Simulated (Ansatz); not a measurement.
SiO2:
```
SiO2
1.0
    4.18476     0.00000     0.00000
    0.00000     4.18476     0.00000
    0.00000     0.00000     2.66844
Si O
2 4
Direct
  0.50000   0.50000   0.50000
  0.00000   0.00000   0.00000
  0.69390   0.69390   0.00000
  0.30610   0.30610   0.00000
  0.80610   0.19390   0.50000
  0.19390   0.80610   0.50000
```

Relaxed with r²SCAN. Special points in fractions of this cell's reciprocal vectors: Γ (0.000, 0.000, 0.000); X (0.000, 0.500, 0.000); M (0.500, 0.500, 0.000); Z (0.000, 0.000, 0.500); R (0.000, 0.500, 0.500); A (0.500, 0.500, 0.500).

### Question
List the band energies nearest the valence-band maximum at these points for r²SCAN (plane waves, PAW; program Ansatz).

### Answer
In eV from the valence-band maximum; about four levels below and three above (degenerate sets whole), none deeper than 8.9 eV; points with the same levels are listed once.

```tsv
k	below	above
Γ	-2.50 -0.88 -0.88 0.00	6.53 7.68 9.51 9.51
X	-2.69 -2.69 -1.08 -1.08	8.72 8.72 10.08 10.08
M	-2.68 -2.68 -2.32 -2.32	8.43 8.43 11.08 11.08
Z	-3.10 -3.10 -2.71 -2.71	10.18 10.18 13.76 13.76
R	-2.29 -2.29 -1.80 -1.80	9.85 9.85 10.92 10.92
A	-1.78 -1.78 -1.60 -1.60	8.20 8.20 12.02 12.02
```

Space group P4_2/mnm (rutile). This is a known high-pressure phase of the composition, computed here at zero pressure and temperature. Symmetry was held in the r²SCAN relaxation; phonons on a q-mesh show no instability.

Potentials: the earlier of the program's two PAW sets.
